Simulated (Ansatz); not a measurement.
The cell is built from the rocksalt type as a first guess.

GdN: DFT, PBE, PAW with Ansatz's default frozen-core files, scalar-relativistic (Ansatz 0.2.0).

The relaxation starts from this cell:

```xyz
2
Lattice="0.0000 2.4002 2.4002 2.4002 0.0000 2.4002 2.4002 2.4002 0.0000" Properties=species:S:1:pos:R:3 pbc="T T T"
Gd    0.0000    0.0000    0.0000
N     2.4002    2.4002    2.4002
```

Output:

```
Engine: ansatz 0.2.0
Pseudopotentials: kind: paw
Pseudopotential: Gd, paw, valence charge 18, recommended cutoff 420 eV (normal)
Pseudopotential: N, paw, valence charge 5, recommended cutoff 420 eV (normal)
Functional definition: PBE
  parameter kappa = 0.804
  parameter beta = 0.06672455060314922
  exchange = pbe_x(kappa = kappa, mu = beta*pi^2/3)
  correlation = pbe_c(beta = beta)
Crystal: 2 atoms, lattice volume = 27.656 Å³
Basis set: ecut = 420 eV, 537 PW (Γ), exchange–correlation on 48×48×48 points (8 copies of the dense FFT grid, shifted against one another)
Bands: 19, of which v1, the nominal top of the filled ones, is band 12 counted from 1 (11 counted from 0)
Symmetry: 48 space group operations
Space group: Fm-3m (ITA 225), of the structure as read, at distance tolerance 3.0e-5 Å
Magnetic group: BNS 225.116 (UNI 1618), of the structure as read, at distance tolerance 3.0e-5 Å
k-points: 120 of 3375
Non-local potential: Gd, projectors of the file, l = 0: 3, l = 1: 2, l = 2: 2, l = 3: 3
Non-local potential: N, projectors of the file, l = 0: 2, l = 1: 2, l = 2: 1
PAW form: soft (Blöchl's): semilocal exchange-correlation on the pseudo side does not see the compensation charge
PAW one-centre angular grid: Gd, 590 points (default); XC on 64 Gauss nodes
PAW one-centre angular grid: N, 110 points (default); XC on 64 Gauss nodes
Initial density: superposition of atomic densities (chi_scale 0.1, normalization cell, long waves kept (reshape's long-wave potential 0.00 eV rms))
Starting moments: Σ|m| = 7 μB on 1 of 2 sites
Initial wavefunctions: pseudopotential atomic-orbital guess
Functional: x = pbe(κ = 0.804, μ = 0.2195149727645171), c = pbe(β = 0.06672455060314922)
SCF iter   1: F=—  HF=-9718.847244 eV  |F-HF|=—  |Δ(HF+E_count)|=         —  Δρ=4.98e-2 (↑2.89e-2 ↓4.98e-2)  dr2=8.74e-1  dr2_m=2.16e-1  M=7.000 μB ∫|m|=7.046 μB  β_m=0.30  ethr=3.10e-3  ⟨swp⟩=5.8  Hψ=19597  notcnv=0
Mixer restart at iter 1: flushing history
preconditioner: auto → Kerker (q_TF=auto, 2.646 Å⁻¹)  [metal: Δε(μ)=0.099 eV  Ē_g=12.630 eV  σ=0.050 eV  W_gap=0.41  n_scr=14 (ndim 8)  ℏωp=32.4 eV  f_vac=0.000  D(μ)=0.04/eV (n_scr^D=0)]
spin=Collinear: Kerker preconditioning applied to the charge; magnetization (m = ρ↑ − ρ↓) channel mixes plain (no charge-response kernel on spin).
SCF iter   2: F=—  HF=-9718.928706 eV  |F-HF|=—  |Δ(HF+E_count)|=   8.15e-2  Δρ=3.70e-2 (↑2.11e-2 ↓3.70e-2)  dr2=3.56e-1  dr2_m=1.23e-1  M=7.000 μB ∫|m|=7.077 μB  β_m=0.65  ethr=3.10e-3  ⟨swp⟩=1.9  Hψ=7646  notcnv=0  defer=177
SCF iter   3: F=—  HF=-9719.138841 eV  |F-HF|=—  |Δ(HF+E_count)|=   2.10e-1  Δρ=1.16e-2 (↑5.45e-3 ↓1.16e-2)  dr2=8.81e-2  dr2_m=3.06e-3  M=6.997 μB ∫|m|=7.159 μB  β_m=0.63  ethr=1.55e-3  ⟨swp⟩=2.0  Hψ=5958  notcnv=0  defer=371
SCF iter   4: F=—  HF=-9719.149804 eV  |F-HF|=—  |Δ(HF+E_count)|=         —  Δρ=3.76e-3 (↑1.78e-3 ↓3.76e-3)  dr2=9.90e-3  dr2_m=6.27e-4  M=6.995 μB ∫|m|=7.191 μB  β_m=0.63  ethr=3.83e-4  ⟨swp⟩=2.9  Hψ=9463  notcnv=0  defer=371
Mixer restart at iter 4: flushing history
SCF iter   5: F=—  HF=-9719.151342 eV  |F-HF|=—  |Δ(HF+E_count)|=   1.54e-3  Δρ=2.07e-3 (↑2.07e-3 ↓1.74e-3)  dr2=2.26e-3  dr2_m=2.13e-4  M=6.993 μB ∫|m|=7.202 μB  β_m=0.71  ethr=4.30e-5  ⟨swp⟩=2.1  Hψ=7050  notcnv=0  defer=371
SCF iter   6: F=—  HF=-9719.156724 eV  |F-HF|=—  |Δ(HF+E_count)|=   5.38e-3  Δρ=1.17e-3 (↑1.17e-3 ↓5.33e-4)  dr2=4.17e-4  dr2_m=6.75e-5  M=6.992 μB ∫|m|=7.209 μB  β_m=0.86  ethr=9.83e-6  ⟨swp⟩=2.0  Hψ=7934  notcnv=0  defer=371
SCF iter   7: F=—  HF=-9719.158037 eV  |F-HF|=—  |Δ(HF+E_count)|=   1.31e-3  Δρ=5.59e-4 (↑5.59e-4 ↓1.98e-4)  dr2=8.99e-5  dr2_m=1.81e-5  M=6.991 μB ∫|m|=7.212 μB  β_m=0.77  ethr=1.81e-6  ⟨swp⟩=2.0  Hψ=7379  notcnv=0  defer=371
SCF iter   8: F=—  HF=-9719.158019 eV  |F-HF|=—  |Δ(HF+E_count)|=   1.85e-5  Δρ=1.74e-4 (↑1.74e-4 ↓8.78e-5)  dr2=9.41e-6  dr2_m=2.43e-6  M=6.991 μB ∫|m|=7.213 μB  β_m=0.89  ethr=3.91e-7  ⟨swp⟩=2.0  Hψ=8181  notcnv=0  defer=371
SCF iter   9: F=—  HF=-9719.158013 eV  |F-HF|=—  |Δ(HF+E_count)|=   5.73e-6  Δρ=1.81e-5 (↑1.75e-5 ↓1.81e-5)  dr2=3.79e-8  dr2_m=6.41e-8  M=6.991 μB ∫|m|=7.214 μB  β_m=0.94  ethr=4.09e-8  ⟨swp⟩=2.0  Hψ=7249  notcnv=0  defer=371
SCF iter  10: F=-9719.158013 eV  HF=-9719.158013 eV  |F-HF|=2.74e-8  |Δ(HF+E_count)|=   1.63e-7  Δρ=9.07e-6 (↑3.61e-6 ↓9.07e-6)  dr2=4.50e-8  dr2_m=2.46e-9  M=6.991 μB ∫|m|=7.214 μB  ethr=1.65e-10  ⟨swp⟩=2.7  Hψ=16622  notcnv=0
SCF 1 converged in 10 iterations: F = -9719.158013 eV  dr2 = 4.50e-8
  greatest PAW one-centre occupation: 0.999 electrons in one spin orbital (limit 2), on the Gd atom at site 0 (counted from 0), in its partial waves of l = 0
relax step   1: F+E_penalty+E_count = -9719.15801331 eV  Δ(F+E_penalty+E_count) = +0.000e0 eV  max|allowed force component| = 6.147e-30 eV/Å  Δτ_max = 0.0000 Å  P = +20.768 GPa  Ω = 27.656 Å³  (10 SCF iters, dr2 threshold 1.00e-7 eV, accepted)
Crystal: 2 atoms, lattice volume = 31.901 Å³
Basis set: ecut = 420 eV, 609 PW (Γ), exchange–correlation on 48×48×48 points (8 copies of the dense FFT grid, shifted against one another)
Initial density: handed on by an earlier stage of this run
Starting moments: Σ|m| = 7 μB on 1 of 2 sites; this step starts from the density that it was given
Initial wavefunctions: those handed on with the density
iter 1 solved again at ethr=3.63e-4 eV; its pass at ethr=3.10e-3 eV (dr2=8.34e-2 eV) is discarded
SCF iter   1: F=—  HF=-9719.192511 eV  |F-HF|=—  |Δ(HF+E_count)|=         —  Δρ=3.23e-2 (↑1.94e-2 ↓3.23e-2)  dr2=8.25e-2  dr2_m=1.82e-1  M=7.000 μB ∫|m|=7.151 μB  β_m=0.30  ethr=3.63e-4  ⟨swp⟩=2.0  Hψ=35366  notcnv=0
preconditioner: auto → Kerker (q_TF=auto, 2.584 Å⁻¹)  [metal: Δε(μ)=0.122 eV  Ē_g=12.333 eV  σ=0.050 eV  W_gap=0.47  n_scr=14 (ndim 8)  ℏωp=30.1 eV  f_vac=0.000  D(μ)=0.05/eV (n_scr^D=0)]
spin=Collinear: Kerker preconditioning applied to the charge; magnetization (m = ρ↑ − ρ↓) channel mixes plain (no charge-response kernel on spin).
SCF iter   2: F=—  HF=-9719.251954 eV  |F-HF|=—  |Δ(HF+E_count)|=   5.94e-2  Δρ=2.30e-2 (↑1.52e-2 ↓2.30e-2)  dr2=3.40e-2  dr2_m=1.02e-1  M=7.000 μB ∫|m|=7.149 μB  β_m=0.61  ethr=3.59e-4  ⟨swp⟩=3.0  Hψ=9402  notcnv=0
SCF iter   3: F=—  HF=-9719.321151 eV  |F-HF|=—  |Δ(HF+E_count)|=   6.92e-2  Δρ=3.92e-3 (↑2.26e-3 ↓3.92e-3)  dr2=2.32e-3  dr2_m=2.37e-3  M=7.000 μB ∫|m|=7.165 μB  β_m=0.59  ethr=1.48e-4  ⟨swp⟩=2.8  Hψ=11118  notcnv=0
SCF iter   4: F=—  HF=-9719.321482 eV  |F-HF|=—  |Δ(HF+E_count)|=         —  Δρ=1.21e-3 (↑1.15e-3 ↓1.21e-3)  dr2=6.10e-4  dr2_m=1.70e-4  M=7.000 μB ∫|m|=7.173 μB  β_m=0.59  ethr=1.01e-5  ⟨swp⟩=3.1  Hψ=10587  notcnv=0
Mixer restart at iter 4: flushing history
SCF iter   5: F=—  HF=-9719.322130 eV  |F-HF|=—  |Δ(HF+E_count)|=   6.47e-4  Δρ=7.09e-4 (↑5.72e-4 ↓7.09e-4)  dr2=2.12e-4  dr2_m=5.15e-5  M=7.000 μB ∫|m|=7.178 μB  β_m=0.80  ethr=2.65e-6  ⟨swp⟩=2.5  Hψ=7555  notcnv=0
SCF iter   6: F=—  HF=-9719.322430 eV  |F-HF|=—  |Δ(HF+E_count)|=   3.01e-4  Δρ=2.84e-4 (↑2.53e-4 ↓2.84e-4)  dr2=6.99e-5  dr2_m=5.40e-6  M=7.000 μB ∫|m|=7.185 μB  β_m=0.78  ethr=9.21e-7  ⟨swp⟩=2.5  Hψ=7330  notcnv=0
SCF iter   7: F=—  HF=-9719.322426 eV  |F-HF|=—  |Δ(HF+E_count)|=   3.91e-6  Δρ=1.43e-4 (↑1.43e-4 ↓7.92e-5)  dr2=5.67e-6  dr2_m=2.24e-6  M=7.000 μB ∫|m|=7.186 μB  β_m=0.81  ethr=3.04e-7  ⟨swp⟩=2.6  Hψ=9373  notcnv=0
SCF iter   8: F=—  HF=-9719.322424 eV  |F-HF|=—  |Δ(HF+E_count)|=   2.94e-6  Δρ=4.75e-5 (↑4.75e-5 ↓3.03e-5)  dr2=1.39e-6  dr2_m=1.49e-7  M=7.000 μB ∫|m|=7.186 μB  β_m=0.91  ethr=2.47e-8  ⟨swp⟩=2.1  Hψ=7051  notcnv=0
SCF iter   9: F=—  HF=-9719.322424 eV  |F-HF|=—  |Δ(HF+E_count)|=   5.81e-7  Δρ=1.39e-5 (↑1.39e-5 ↓1.27e-5)  dr2=1.73e-7  dr2_m=1.64e-8  M=7.000 μB ∫|m|=7.186 μB  β_m=0.95  ethr=6.05e-9  ⟨swp⟩=2.0  Hψ=7096  notcnv=0
[...]
SCF iter   1: F=—  HF=-9719.341076 eV  |F-HF|=—  |Δ(HF+E_count)|=         —  Δρ=1.08e-3 (↑6.67e-4 ↓1.08e-3)  dr2=7.06e-5  dr2_m=2.03e-4  M=7.000 μB ∫|m|=7.196 μB  β_m=0.65  ethr=6.49e-7  ⟨swp⟩=2.7  Hψ=28270  notcnv=0
preconditioner: auto → Kerker (q_TF=auto, 2.598 Å⁻¹)  [metal: Δε(μ)=0.059 eV  Ē_g=12.458 eV  σ=0.050 eV  W_gap=0.28  n_scr=14 (ndim 8)  ℏωp=30.6 eV  f_vac=0.000  D(μ)=0.08/eV (n_scr^D=0)]
spin=Collinear: Kerker preconditioning applied to the charge; magnetization (m = ρ↑ − ρ↓) channel mixes plain (no charge-response kernel on spin).
SCF iter   2: F=—  HF=-9719.341193 eV  |F-HF|=—  |Δ(HF+E_count)|=   1.18e-4  Δρ=4.14e-4 (↑3.82e-4 ↓4.14e-4)  dr2=5.40e-6  dr2_m=4.39e-5  M=7.000 μB ∫|m|=7.195 μB  β_m=0.63  ethr=3.07e-7  ⟨swp⟩=2.3  Hψ=7096  notcnv=0
SCF iter   3: F=—  HF=-9719.341214 eV  |F-HF|=—  |Δ(HF+E_count)|=   2.03e-5  Δρ=1.19e-4 (↑5.74e-5 ↓1.19e-4)  dr2=3.61e-6  dr2_m=1.62e-6  M=7.000 μB ∫|m|=7.195 μB  β_m=0.59  ethr=2.35e-8  ⟨swp⟩=2.2  Hψ=7856  notcnv=0
SCF iter   4: F=—  HF=-9719.341213 eV  |F-HF|=—  |Δ(HF+E_count)|=   1.08e-6  Δρ=3.21e-5 (↑3.21e-5 ↓3.08e-5)  dr2=5.94e-7  dr2_m=7.03e-8  M=7.000 μB ∫|m|=7.195 μB  β_m=0.80  ethr=1.57e-8  ⟨swp⟩=2.0  Hψ=7259  notcnv=0
SCF iter   5: F=—  HF=-9719.341213 eV  |F-HF|=—  |Δ(HF+E_count)|=   7.53e-7  Δρ=8.92e-6 (↑6.83e-6 ↓8.92e-6)  dr2=5.79e-8  dr2_m=5.50e-9  M=7.000 μB ∫|m|=7.195 μB  β_m=0.90  ethr=2.58e-9  ⟨swp⟩=2.1  Hψ=6803  notcnv=0
SCF iter   6: F=-9719.341213 eV  HF=-9719.341213 eV  |F-HF|=1.10e-9  |Δ(HF+E_count)|=   2.66e-8  Δρ=2.59e-6 (↑2.59e-6 ↓2.02e-6)  dr2=5.93e-9  dr2_m=2.82e-10  M=7.000 μB ∫|m|=7.195 μB  ethr=2.52e-10  ⟨swp⟩=3.1  Hψ=17780  notcnv=0
SCF 4 converged in 6 iterations: F = -9719.341213 eV  dr2 = 5.93e-9
relax step   4: F+E_penalty+E_count = -9719.34121335 eV  Δ(F+E_penalty+E_count) = -6.030e-4 eV  max|allowed force component| = 2.367e-29 eV/Å  Δτ_max = 0.0000 Å  P = +0.033 GPa  Ω = 30.834 Å³  energy of the carried Pulay correction = -6.184e-3 eV  (6 SCF iters, dr2 threshold 2.00e-7 eV, accepted)
Initial wavefunctions: pseudopotential atomic-orbital guess (no wavefunctions were taken with the density)
iter 1 solved again at ethr=1.22e-6 eV; its pass at ethr=3.10e-3 eV (dr2=2.80e-4 eV) is discarded
SCF iter   1: F=—  HF=-9719.351935 eV  |F-HF|=—  |Δ(HF+E_count)|=         —  Δρ=4.87e-4 (↑4.87e-4 ↓4.87e-4)  dr2=2.20e-4  dr2_m=3.08e-6  M=7.000 μB ∫|m|=7.194 μB  β_m=0.65  ethr=1.22e-6  ⟨swp⟩=2.3  Hψ=29321  notcnv=0
preconditioner: auto → Kerker (q_TF=auto, 2.598 Å⁻¹)  [metal: Δε(μ)=0.033 eV  Ē_g=12.459 eV  σ=0.050 eV  W_gap=0.16  n_scr=14 (ndim 8)  ℏωp=30.6 eV  f_vac=0.000  D(μ)=0.08/eV (n_scr^D=0)]
spin=Collinear: Kerker preconditioning applied to the charge; magnetization (m = ρ↑ − ρ↓) channel mixes plain (no charge-response kernel on spin).
SCF iter   2: F=—  HF=-9719.351760 eV  |F-HF|=—  |Δ(HF+E_count)|=   1.75e-4  Δρ=2.05e-4 (↑2.05e-4 ↓1.96e-4)  dr2=2.84e-5  dr2_m=3.45e-7  M=7.000 μB ∫|m|=7.195 μB  β_m=0.42  ethr=9.54e-7  ⟨swp⟩=2.0  Hψ=6352  notcnv=0
SCF iter   3: F=—  HF=-9719.351868 eV  |F-HF|=—  |Δ(HF+E_count)|=   1.08e-4  Δρ=1.36e-4 (↑1.36e-4 ↓1.28e-4)  dr2=1.15e-5  dr2_m=2.43e-7  M=7.000 μB ∫|m|=7.195 μB  β_m=0.71  ethr=1.24e-7  ⟨swp⟩=2.0  Hψ=5271  notcnv=0
SCF iter   4: F=—  HF=-9719.351972 eV  |F-HF|=—  |Δ(HF+E_count)|=   1.04e-4  Δρ=6.88e-5 (↑6.88e-5 ↓6.09e-5)  dr2=6.83e-6  dr2_m=6.03e-8  M=7.000 μB ∫|m|=7.195 μB  β_m=0.86  ethr=4.99e-8  ⟨swp⟩=2.0  Hψ=6362  notcnv=0
SCF iter   5: F=—  HF=-9719.351980 eV  |F-HF|=—  |Δ(HF+E_count)|=   7.91e-6  Δρ=3.02e-5 (↑3.02e-5 ↓1.55e-5)  dr2=5.57e-7  dr2_m=3.36e-8  M=7.000 μB ∫|m|=7.195 μB  β_m=0.74  ethr=2.97e-8  ⟨swp⟩=2.2  Hψ=6606  notcnv=0
SCF iter   6: F=—  HF=-9719.351979 eV  |F-HF|=—  |Δ(HF+E_count)|=   2.01e-7  Δρ=5.04e-6 (↑4.22e-6 ↓5.04e-6)  dr2=1.38e-8  dr2_m=6.62e-10  M=7.000 μB ∫|m|=7.195 μB  β_m=0.87  ethr=2.42e-9  ⟨swp⟩=2.4  Hψ=6814  notcnv=0
SCF iter   7: F=—  HF=-9719.351979 eV  |F-HF|=—  |Δ(HF+E_count)|=   1.95e-8  Δρ=2.29e-6 (↑1.69e-6 ↓2.29e-6)  dr2=3.61e-9  dr2_m=2.53e-10  M=7.000 μB ∫|m|=7.195 μB  β_m=0.93  ethr=6.00e-11  ⟨swp⟩=2.1  Hψ=6921  notcnv=0
SCF iter   8: F=—  HF=-9719.351979 eV  |F-HF|=—  |Δ(HF+E_count)|=   2.62e-9  Δρ=5.68e-7 (↑5.68e-7 ↓5.51e-7)  dr2=4.63e-10  dr2_m=4.27e-12  M=7.000 μB ∫|m|=7.195 μB  β_m=0.97  ethr=1.57e-11  ⟨swp⟩=2.9  Hψ=7340  notcnv=0
SCF iter   9: F=—  HF=-9719.351979 eV  |F-HF|=—  |Δ(HF+E_count)|=   1.05e-9  Δρ=4.06e-7 (↑2.94e-7 ↓4.06e-7)  dr2=1.75e-10  dr2_m=1.59e-12  M=7.000 μB ∫|m|=7.195 μB  β_m=0.98  ethr=2.01e-12  ⟨swp⟩=2.6  Hψ=7492  notcnv=0
SCF iter  10: F=—  HF=-9719.351979 eV  |F-HF|=—  |Δ(HF+E_count)|=  8.55e-11  Δρ=1.44e-7 (↑1.14e-7 ↓1.44e-7)  dr2=2.68e-11  dr2_m=2.86e-13  M=7.000 μB ∫|m|=7.195 μB  β_m=0.99  ethr=1.00e-12  ⟨swp⟩=2.0  Hψ=5428  notcnv=0
SCF iter  11: F=—  HF=-9719.351979 eV  |F-HF|=—  |Δ(HF+E_count)|=  3.64e-12  Δρ=1.05e-8 (↑6.66e-9 ↓1.05e-8)  dr2=6.02e-14  dr2_m=4.45e-15  M=7.000 μB ∫|m|=7.195 μB  β_m=1.00  ethr=1.00e-12  ⟨swp⟩=1.2  Hψ=4605  notcnv=0
SCF iter  12: F=-9719.351979 eV  HF=-9719.351979 eV  |F-HF|=3.64e-12  |Δ(HF+E_count)|=  7.28e-12  Δρ=7.07e-9 (↑7.07e-9 ↓2.54e-9)  dr2=1.50e-14  dr2_m=3.51e-15  M=7.000 μB ∫|m|=7.195 μB  ethr=1.00e-12  ⟨swp⟩=4.1  Hψ=16859  notcnv=0
SCF 5 converged in 12 iterations: F = -9719.351979 eV  dr2 = 1.50e-14
relax step   5: F+E_penalty+E_count = -9719.35197938 eV  Δ(F+E_penalty+E_count) = -1.077e-2 eV  max|allowed force component| = 1.551e-29 eV/Å  Δτ_max = 0.0000 Å  P = +0.550 GPa  Ω = 30.834 Å³  stress off target by 5.50e-1 GPa  SCF on the basis re-selected at this cell (its energy is not comparable with the rows above)  (12 SCF iters)
basis re-selected at this cell: Δ(F+E_penalty+E_count) = -1.077e-2 eV, ΔP = +0.517 GPa vs the last step (what re-selecting the basis moved, of the pressure what is left beyond the Pulay correction that the steps carried, after the strain that the cell walked since its last selection, with what the two solves' SCF thresholds leave and, on support functions, any second-order correction that the steps lacked; it is no measure of the basis error at this ecutwfc). This SCF's stress stands 5.50e-1 GPa from its target on what of the cell is left free (relax.cell.stress_tol is 5.00e-2 GPa) and its largest allowed force component is 1.55e-29 eV/Å (relax.f_tol is 5.00e-3 eV/Å): not within both, so this SCF does not close the relaxation
Crystal: 2 atoms, lattice volume = 30.943 Å³
iter 1 solved again at ethr=2.56e-7 eV; its pass at ethr=3.10e-3 eV (dr2=5.90e-5 eV) is discarded
SCF iter   1: F=—  HF=-9719.351895 eV  |F-HF|=—  |Δ(HF+E_count)|=         —  Δρ=7.79e-4 (↑4.84e-4 ↓7.79e-4)  dr2=3.49e-5  dr2_m=1.07e-4  M=7.000 μB ∫|m|=7.193 μB  β_m=0.65  ethr=2.56e-7  ⟨swp⟩=2.4  Hψ=25882  notcnv=0
preconditioner: auto → Kerker (q_TF=auto, 2.597 Å⁻¹)  [metal: Δε(μ)=0.029 eV  Ē_g=12.446 eV  σ=0.050 eV  W_gap=0.14  n_scr=14 (ndim 8)  ℏωp=30.6 eV  f_vac=0.000  D(μ)=0.08/eV (n_scr^D=0)]
spin=Collinear: Kerker preconditioning applied to the charge; magnetization (m = ρ↑ − ρ↓) channel mixes plain (no charge-response kernel on spin).
SCF iter   2: F=—  HF=-9719.351960 eV  |F-HF|=—  |Δ(HF+E_count)|=   6.43e-5  Δρ=2.99e-4 (↑2.82e-4 ↓2.99e-4)  dr2=2.67e-6  dr2_m=2.35e-5  M=7.000 μB ∫|m|=7.194 μB  β_m=0.62  ethr=1.52e-7  ⟨swp⟩=2.3  Hψ=7130  notcnv=0
SCF iter   3: F=—  HF=-9719.351971 eV  |F-HF|=—  |Δ(HF+E_count)|=   1.14e-5  Δρ=8.98e-5 (↑4.59e-5 ↓8.98e-5)  dr2=1.96e-6  dr2_m=1.02e-6  M=7.000 μB ∫|m|=7.194 μB  β_m=0.59  ethr=1.16e-8  ⟨swp⟩=2.1  Hψ=7334  notcnv=0
SCF iter   4: F=—  HF=-9719.351971 eV  |F-HF|=—  |Δ(HF+E_count)|=   3.97e-7  Δρ=2.43e-5 (↑2.43e-5 ↓2.19e-5)  dr2=3.31e-7  dr2_m=3.83e-8  M=7.000 μB ∫|m|=7.194 μB  β_m=0.79  ethr=8.54e-9  ⟨swp⟩=2.0  Hψ=7268  notcnv=0
SCF iter   5: F=—  HF=-9719.351971 eV  |F-HF|=—  |Δ(HF+E_count)|=   3.77e-7  Δρ=6.67e-6 (↑4.75e-6 ↓6.67e-6)  dr2=2.94e-8  dr2_m=3.02e-9  M=7.000 μB ∫|m|=7.194 μB  β_m=0.90  ethr=1.44e-9  ⟨swp⟩=2.3  Hψ=6723  notcnv=0
SCF iter   6: F=-9719.351971 eV  HF=-9719.351971 eV  |F-HF|=5.86e-10  |Δ(HF+E_count)|=   1.08e-8  Δρ=1.77e-6 (↑1.77e-6 ↓1.53e-6)  dr2=3.35e-9  dr2_m=1.57e-10  M=7.000 μB ∫|m|=7.194 μB  ethr=1.28e-10  ⟨swp⟩=2.1  Hψ=14557  notcnv=0
SCF 6 converged in 6 iterations: F = -9719.351971 eV  dr2 = 3.35e-9
relax step   6: F+E_penalty+E_count = -9719.35197091 eV  Δ(F+E_penalty+E_count) = +8.469e-6 eV  max|allowed force component| = 4.142e-30 eV/Å  Δτ_max = 0.0000 Å  P = +0.022 GPa  Ω = 30.943 Å³  energy of the carried Pulay correction = -2.036e-4 eV  (6 SCF iters, dr2 threshold 2.00e-7 eV, accepted)
iter 1 solved again at ethr=6.74e-8 eV; its pass at ethr=3.10e-3 eV (dr2=1.55e-5 eV) is discarded
SCF iter   1: F=—  HF=-9719.352164 eV  |F-HF|=—  |Δ(HF+E_count)|=         —  Δρ=1.18e-5 (↑1.04e-5 ↓1.18e-5)  dr2=1.06e-7  dr2_m=2.51e-9  M=7.000 μB ∫|m|=7.194 μB  β_m=0.65  ethr=6.74e-8  ⟨swp⟩=3.0  Hψ=33010  notcnv=0
preconditioner: auto → Kerker (q_TF=auto, 2.597 Å⁻¹)  [metal: Δε(μ)=0.024 eV  Ē_g=12.447 eV  σ=0.050 eV  W_gap=0.12  n_scr=14 (ndim 8)  ℏωp=30.6 eV  f_vac=0.000  D(μ)=0.08/eV (n_scr^D=0)]
spin=Collinear: Kerker preconditioning applied to the charge; magnetization (m = ρ↑ − ρ↓) channel mixes plain (no charge-response kernel on spin).
SCF iter   2: F=—  HF=-9719.352164 eV  |F-HF|=—  |Δ(HF+E_count)|=   1.12e-7  Δρ=5.38e-6 (↑5.38e-6 ↓4.58e-6)  dr2=2.05e-8  dr2_m=4.17e-10  M=7.000 μB ∫|m|=7.194 μB  β_m=0.41  ethr=4.62e-10  ⟨swp⟩=2.4  Hψ=7193  notcnv=0
SCF iter   3: F=—  HF=-9719.352164 eV  |F-HF|=—  |Δ(HF+E_count)|=   5.62e-8  Δρ=3.46e-6 (↑3.46e-6 ↓3.06e-6)  dr2=7.40e-9  dr2_m=2.75e-10  M=7.000 μB ∫|m|=7.194 μB  β_m=0.70  ethr=8.91e-11  ⟨swp⟩=2.2  Hψ=5781  notcnv=0
SCF iter   4: F=—  HF=-9719.352164 eV  |F-HF|=—  |Δ(HF+E_count)|=   5.81e-8  Δρ=2.12e-6 (↑2.12e-6 ↓1.82e-6)  dr2=6.35e-9  dr2_m=4.15e-11  M=7.000 μB ∫|m|=7.194 μB  β_m=0.85  ethr=3.22e-11  ⟨swp⟩=2.0  Hψ=6341  notcnv=0
SCF iter   5: F=—  HF=-9719.352164 eV  |F-HF|=—  |Δ(HF+E_count)|=   7.08e-9  Δρ=8.84e-7 (↑8.84e-7 ↓6.45e-7)  dr2=9.03e-10  dr2_m=2.54e-11  M=7.000 μB ∫|m|=7.194 μB  β_m=0.89  ethr=2.76e-11  ⟨swp⟩=2.1  Hψ=6355  notcnv=0
SCF iter   6: F=—  HF=-9719.352164 eV  |F-HF|=—  |Δ(HF+E_count)|=  1.46e-11  Δρ=1.75e-7 (↑1.48e-7 ↓1.75e-7)  dr2=2.26e-11  dr2_m=1.01e-12  M=7.000 μB ∫|m|=7.194 μB  β_m=0.95  ethr=3.93e-12  ⟨swp⟩=2.0  Hψ=6360  notcnv=0
SCF iter   7: F=—  HF=-9719.352164 eV  |F-HF|=—  |Δ(HF+E_count)|=  2.00e-11  Δρ=4.85e-8 (↑4.56e-8 ↓4.85e-8)  dr2=2.61e-12  dr2_m=1.45e-13  M=7.000 μB ∫|m|=7.194 μB  β_m=0.97  ethr=1.00e-12  ⟨swp⟩=1.0  Hψ=4560  notcnv=0
SCF iter   8: F=-9719.352164 eV  HF=-9719.352164 eV  |F-HF|=0.00e0  |Δ(HF+E_count)|=  1.82e-12  Δρ=4.98e-8 (↑4.98e-8 ↓3.62e-8)  dr2=3.22e-12  dr2_m=2.26e-14  M=7.000 μB ∫|m|=7.194 μB  ethr=1.00e-12  ⟨swp⟩=4.1  Hψ=18122  notcnv=0
SCF 7 converged in 8 iterations: F = -9719.352164 eV  dr2 = 3.22e-12
relax step   7: F+E_penalty+E_count = -9719.35216425 eV  Δ(F+E_penalty+E_count) = -1.933e-4 eV  max|allowed force component| = 2.367e-30 eV/Å  Δτ_max = 0.0000 Å  P = +0.025 GPa  Ω = 30.943 Å³  stress off target by 2.50e-2 GPa  SCF on the basis re-selected at this cell (its energy is not comparable with the rows above)  (8 SCF iters)
basis re-selected at this cell: Δ(F+E_penalty+E_count) = -1.933e-4 eV, ΔP = +0.003 GPa vs the last step (what re-selecting the basis moved, of the pressure what is left beyond the Pulay correction that the steps carried, after the strain that the cell walked since its last selection, with what the two solves' SCF thresholds leave and, on support functions, any second-order correction that the steps lacked; it is no measure of the basis error at this ecutwfc). This SCF's stress stands 2.50e-2 GPa from its target on what of the cell is left free (relax.cell.stress_tol is 5.00e-2 GPa) and its largest allowed force component is 2.37e-30 eV/Å (relax.f_tol is 5.00e-3 eV/Å): within both
SCF converged after 8 iterations
Magnetization: 6.9999 μB (14.9999 up, 8.0001 down)
Absolute magnetization: 7.1941 μB (∫|ρ↑−ρ↓|, with the PAW one-centre terms)
Spin contamination: 0.0249 ħ² per cell (⟨S²⟩ above its minimum at these occupations)
Per-site moments (μB) at R_I (Å): [(6.864404647082129, 1.0278648986477545), (-0.09469997702845889, 1.0278648986477545)]
Free energy (F): -9719.352164 eV
Harris-Foulkes:  -9719.352164 eV  (|F-HF|=0.00e0)
Internal energy: -9719.351489 eV  (E = F + TS)
E sigma→0 (E₀):  -9719.351826 eV
Entropy (-TS):   -0.000676 eV (-0.338 meV/atom)
Fermi energy:    14.626658 eV
--- Per-component energies (eV) ---
  E_band       = 71.072088
  E_kinetic    = 535.750119
  E_local      = -1898.630231  (includes V_loc(G=0)·N_el)
  E_nonlocal   = 331.389657
  E_hartree    = 777.993102
  E_xc         = -295.947580
  E_vxc        = -332.664942  (∫ρ·V_xc dr)
  E_paw        = -6574.824867  (= ΣΔE_a)
  E_vpaw       = -120.758821  (= ΣTr[D̂ρ^β])
  E_aug_tail   = 0.000092  (compensation charges beyond the density's cutoff)
  E_ewald      = -2595.081781
  E_smearing   = -0.000676  (= −TS)
  E_closure    = 0.000000  (closes the sum)
  Σ components = -9719.352164   (vs F -9719.352164, Δ=0.00e0)
--- Forces (eV/Å), atoms counted from 1 ---
  atom   1  Gd    -0.00000000     0.00000000     0.00000000
  atom   2  N      0.00000000    -0.00000000    -0.00000000
  max |Σ_I F_I| component: 3.85e-30 eV/Å
--- Stress (GPa, compression-positive) ---
        0.025023      -0.000000       0.000000
       -0.000000       0.025023      -0.000000
       -0.000000      -0.000000       0.025023
  P = ⅓ Tr σ = 0.0250 GPa (0.250 kbar)
--- Relaxed structure (5 steps of the walk, 5 accepted, 2 SCFs on fresh bases) ---
  F+E_penalty+E_count = -9719.35216425 eV   max|allowed force component| = 2.367e-30 eV/Å   (the final SCF, on the basis selected at the relaxed cell)
  cell:  # Å, volume = 30.9433 Å³
    - [2.2419636944740594e-33, 2.4917936936915264, 2.4917936936915264]
    - [2.4917936936915264, -3.159130660395266e-33, 2.4917936936915264]
    - [2.4917936936915264, 2.4917936936915264, -1.0190744065791182e-33]
  atoms:
    - { symbol: Gd, position: [-1.6716469810678303e-35, 6.017929131845307e-35, 2.0059763772814332e-35] }
    - { symbol: N, position: [0.5, 0.5, 0.5] }
```

Semilocal functionals without a Hubbard term describe localised f shells poorly; where the shell is localised, the real material differs.
